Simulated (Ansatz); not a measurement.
Input and command of a plane-wave DFT calculation in Ansatz:

```yaml
crystal:
  lattice:
    - [5.439, -2.021, 0.0]
    - [5.439, 2.021, 0.0]
    - [-0.5921680587, 0.0, 6.4076955288]
  atoms:
    - { symbol: Hg, position: [0.0, 0.0, 0.0] }
    - { symbol: C, position: [0.2597, 0.2597, 0.2261] }
    - { symbol: C, position: [0.7403, 0.7403, 0.7739] }
    - { symbol: S, position: [0.1269, 0.1269, 0.3222] }
    - { symbol: S, position: [0.8731, 0.8731, 0.6778] }
    - { symbol: "N", position: [0.358, 0.358, 0.1638] }
    - { symbol: "N", position: [0.642, 0.642, 0.8362] }
basis:
  ecutwfc: 420
kpoints:
  mp_grid: { grid: [6, 6, 4] }
hamiltonian:
  xc: pbe
  dispersion: d3bj
scf:
  occupations: { method: gaussian, width: 0.1 }
output:
  forces: true
  stress: true
  eigenvalues: true
relax:
  adjacent_minimum: "off"
  f_tol: 0.05
  max_steps: 70
  cell: { stress_tol: 0.5 }
```

```bash
ansatz run input.yaml --threads 2 --pin off --max-ram 5120MiB --backend cpu --events-out ev --progress --plain --runs-dir out
```

Processor: Arm Neoverse V2, 2 threads, on a host shared with other jobs.

Task: Estimate time, memory and problem size.

Result: About 36 s on 2 threads of Arm Neoverse V2, with other jobs on the host, peak memory 0.53 GiB. It solves 32 bands at 47 k points (the mesh reduced by the symmetry that the task leaves, which can be less than the crystal's) with about 2733 plane waves (on the last cell), in 45 SCF iterations over 7 ionic steps.